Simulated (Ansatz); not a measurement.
Consider the following.

TaSe2:
Space group P6₃/mmc (No. 194); a = 3.392 Å, b = 3.392 Å, c = 12.208 Å, α = 90.00°, β = 90.00°, γ = 120.00°

```json
[
 {"atom": "Ta", "site": "2b", "symmetry": "-6m2", "x": "0.0000", "y": "0.0000", "z": "0.2500"},
 {"atom": "Se", "site": "4f", "symmetry": "3m.", "x": "0.3333", "y": "0.6667", "z": "0.1140"}
]
```

This is the LDA-relaxed structure.

### Question
All from plane-wave PAW LDA (Ansatz code), unless another level is named. Predict the electronic character.

### Answer
metallic (no gap).

### Question
And the density of states at the Fermi level?

### Answer
0.81 states/eV per atom (mean over ±0.08 eV).

### Question
Next, the formation energy from the elements (no fitted shifts)?

### Answer
-843 meV/atom.

### Question
Give the gap with spin–orbit coupling.

### Answer
none (metallic).

Space group P6_3/mmc. The workflow started from an entry of the Crystallography Open Database (COD), which files this formula under 5 space groups. Its standing as an ambient phase is unchecked. Symmetry was held in the LDA relaxation; its stability against distortions is not shown here. No spin polarisation was allowed. A crystal of weakly bound layers computed without a dispersion correction: the cell and the soft elastic constants depend strongly on that. The references are the lowest solids computed at this level, not always the standard phases. Scalar-relativistic: spin–orbit coupling is off unless named, which matters more the heavier the elements.

Potentials: the later of the program's two PAW sets.
